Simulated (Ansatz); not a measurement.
# Stress against strain in Sr

```xyz
1
Lattice="0.0000 3.0423 3.0423 3.0423 0.0000 3.0423 3.0423 3.0423 0.0000" Properties=species:S:1:pos:R:3 pbc="T T T"
Sr    0.0000    0.0000    0.0000
```

The cell is COD entry 9008484, as deposited and not checked against the literature; nothing was relaxed.

Theory: DFT, LDA, all-electron LAPW, scalar-relativistic (Ansatz 0.2.0).

The runs use a Γ-centred 10×10×10 k mesh, Fermi–Dirac smearing of 0.08 eV, basis error target 0.5 meV/atom, no spin polarisation.

The strain is applied along the Cartesian axes of the cell as listed (γ is the engineering shear, twice εxy = εyz = εzx). Fractional coordinates are held (clamped ions).

σ is the change of stress from the unstrained cell, which is at -1.55 GPa; tension is positive, so slopes are stress–strain coefficients at that pressure. In a metal the k mesh adds noise.

Only quantities that a quadratic follows smoothly over the whole series are listed; rougher ones are left out.

```
      γ  σxy (GPa)
-0.0200      -0.18
-0.0100      -0.09
 0.0000       0.00
 0.0200       0.18
```

Q: Fit the series and read off the stiffness at zero strain.

A: Least-squares fits y = p0 + p1 x + p2 x² to the rows give σxy (GPa): p1 = 9, p2 = 7.5e-14. So C44 (clamped ions) = 9 GPa.

Q: One run, at γ = 0.0100, is withheld. Predict its row.

A: The fits give 0.09; the run gave 0.09.
